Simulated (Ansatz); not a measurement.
SnTi4S8 in space group P-3m1 (No. 164; Pearson symbol hP13), r²SCAN+D4 in the plane-wave PAW code Ansatz, all energies at zero smearing, with the estimated change up to a 700 eV cutoff added, with one set of potentials and settings (totals compare only within such a set). Cell of 13 atoms (8 S, 4 Ti, 1 Sn): -23322.052 eV.

```json
[
 {"element": "S", "reference phase": "P2/c, 32 atoms in the cell", "E (eV/atom)": "-905.9104"},
 {"element": "Ti", "reference phase": "P6/mmm, 3 atoms in the cell", "E (eV/atom)": "-2504.4584"},
 {"element": "Sn", "reference phase": "Fd-3m, 2 atoms in the cell", "E (eV/atom)": "-6038.7502"}
]
```

Formation energy per atom, worked out: (-23322.052 − 8×(-905.9104) − 4×(-2504.4584) − 1×(-6038.7502))/13 = -1.399 eV/atom (-135 kJ per mol of atoms), at 0 K, without zero-point energy or fitted corrections.

The cell is a constructed one: a structure type filled with these elements; neither database checked (COD, Materials Project) lists it. Its standing as an ambient phase is unchecked. Symmetry was held in the r²SCAN+D4 relaxation; whether a distortion lowers the energy is not shown. The run is not spin-polarised. The references are the lowest solids computed at this level, not always the standard phases. Spin–orbit coupling is left out wherever it is not named.

Potentials: the later of the program's two PAW sets.
